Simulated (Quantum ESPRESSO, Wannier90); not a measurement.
MgO (rock salt): Wannier90 run

```xyz
2
Lattice="0.0000 2.0970 2.0970 2.0970 0.0000 2.0970 2.0970 2.0970 0.0000" Properties=species:S:1:pos:R:3 pbc="T T T"
Mg     0.0000     0.0000     0.0000
O      2.0970     2.0970     2.0970
```

Cell from Materials Project (mp-1265), symmetrised, no further relaxation. COD (Crystallography Open Database) has an entry of this formula and space group (matched by these alone). Level: LDA, no spin polarisation, no spin-orbit coupling; pw.x of Quantum ESPRESSO at 68 Ry with PseudoDojo potentials, 12×12×12 k-points, Wannier90. Density: 12×12×12 mesh, cold smearing 0.01 Ry.

Valence charges of the files: Mg 10, O 6. 19 bands were computed.

Isolated groups of bands, relative to the valence-band maximum (bands from 9 on overlap up to the last one computed):

```json
[
 {"bands": "1", "from (eV)": "-71.53", "to (eV)": "-71.51", "filling": "filled", "weight on atomic waves": "Mg 2s 99 %"},
 {"bands": "2–4", "from (eV)": "-39.00", "to (eV)": "-38.91", "filling": "filled", "weight on atomic waves": "Mg 2p 100 %"},
 {"bands": "5", "from (eV)": "-17.01", "to (eV)": "-15.28", "filling": "filled", "weight on atomic waves": "O 2s 89 %, Mg 3s 10 %"},
 {"bands": "6–8", "from (eV)": "-4.73", "to (eV)": "0.00", "filling": "filled", "weight on atomic waves": "O 2p 92 %, Mg 3s 5 %"}
]
```

Wanted is a model with the orbitals Mg s p, O s p, without the filled groups that are mainly made of other shells (semicore states, and anion s where it isn't named); all higher bands stay in for disentanglement.

Problem. Give num_wann, exclude_bands and num_bands, and the number of electrons that the model holds.

Solution. Electrons: 1×10 + 1×6 = 16, which fill 8 bands.
num_wann = 1×4 + 1×4 = 8.
exclude_bands = 1-4, 4 bands, so num_bands = 19 − 4 = 15.
The model holds 16 − 2×4 = 8 electrons. With the window frozen to 6.31 eV it follows pw.x to 0.5 meV rms (states up to 5.8 eV relative to the valence-band maximum).
